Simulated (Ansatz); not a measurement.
**Compressing YIr2Si2: a fit and a missing row**

YIr2Si2, P4/nmm, a = 4.091 Å, c = 9.771 Å. The structure is a COD entry; whether it is the stable form wasn't checked. Ansatz: PBEsol, PAW, 420 eV, Γ-centred 10×10×4 mesh on 10 atoms, Gaussian smearing 0.10 eV; no spin polarisation. Shape and atoms are relaxed at each volume; pressure is positive in compression.

```tsv
V (Å³/atom)	P (GPa)
15.371	?
15.862	6.36
16.352	0.00
16.843	-5.38
17.334	-9.93
```

Q: Take V0 = 16.352 Å³/atom, fit the third-order Birch–Murnaghan form to the other rows, and predict the missing pressure.

A: With the Eulerian strain f = ½[(V0/V)^(2/3) − 1] and y = P/[3f(1 + 2f)^(5/2)], the form is the line y = B0 + 1.5 B0 (B0′ − 4) f. Rows (f, y): 0.01024, 196.8; -0.00977, 192.8; -0.01907, 191.3. Means f = -0.006200, y = 193.63; Σ(Δf)² = 0.0004487, ΣΔfΔy = 0.08507; the slope is their ratio. y = 194.8 + 189.6 f GPa, so B0 = 194.8 GPa and B0′ = 4 + 2 × (189.6)/(3 × 194.8) = 4.65. At V = 15.371, f = 0.02105, y = 198.79 and P = 13.92 GPa. The run gave 13.85 GPa, so the fit is 0.07 GPa too high, a small miss on the scale of the series. The form still works here, 33 % of the fitted range beyond its end.

Spin–orbit coupling is left out, which can shift energies with elements as heavy as these.

Cost: 5 runs of about 21 core-minutes in all, on Arm Neoverse V1 (shared hosts).